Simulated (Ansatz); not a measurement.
CO2: 17O NMR of the central transition

Cell: a computed structure from the Materials Project (it need not be an observed phase), ions relaxed with r2SCAN at fixed cell.

```cif
data_CO2
_symmetry_space_group_name_H-M 'Pbcn'
_symmetry_Int_Tables_number 60
_cell_length_a 4.7845
_cell_length_b 6.3155
_cell_length_c 5.6789
_cell_angle_alpha 90.000
_cell_angle_beta 90.000
_cell_angle_gamma 90.000
loop_
_atom_site_label
_atom_site_type_symbol
_atom_site_symmetry_multiplicity
_atom_site_Wyckoff_symbol
_atom_site_fract_x
_atom_site_fract_y
_atom_site_fract_z
C C 4 c 0.5000 0.8537 0.7500
O O 8 d 0.7014 0.1456 0.1363
```

One atom of each set is listed.

The numbers come from a DFT calculation in Ansatz (r2SCAN, plane waves and PAW, scalar-relativistic, 500 eV cutoff, Γ-centred 5×4×4 k-points, Fermi–Dirac smearing 0.02 eV).

17O has I = 5/2 and Q = -25.58 mb (Pyykkö 2018); at 23.5 T its Larmor frequency is ν₀ = 135.7 MHz. Only the quadrupole interaction is simulated: positions count from each site's isotropic chemical shift, and J coupling is left out, as are shift anisotropy and dipolar coupling, which fast spinning averages.

Simulated pattern of one O site (fast magic-angle spinning, Gaussian broadening 0.05 kHz):

(offset (kHz), height): (-2.358, 0), (-2.288, 1), (-2.218, 5), (-2.147, 5), (-2.077, 5), (-2.007, 6), (-1.937, 6), (-1.867, 6), (-1.796, 6), (-1.726, 6), (-1.656, 7), (-1.586, 7), (-1.516, 7), (-1.446, 43), (-1.375, 92), (-1.305, 58), (-1.235, 47), (-1.165, 43), (-1.095, 40), (-1.025, 39), (-0.954, 38), (-0.884, 38), (-0.814, 39), (-0.744, 40), (-0.674, 43), (-0.604, 46), (-0.533, 52), (-0.463, 63), (-0.393, 96), (-0.323, 100), (-0.253, 5), (-0.182, 0)

**Question.** Which |C_Q| and η does the pattern imply?

**Answer.** The pattern spans 1.96 kHz before broadening and its centre of gravity is at -0.906 kHz, which fixes P_Q; the places of the horns and steps fix η. That gives P_Q = 4.53 MHz, |C_Q| = 4.53 MHz and η = 0.03. The sign of C_Q can't be read from the pattern.

At O V_zz points along its bond to C (within 1°).
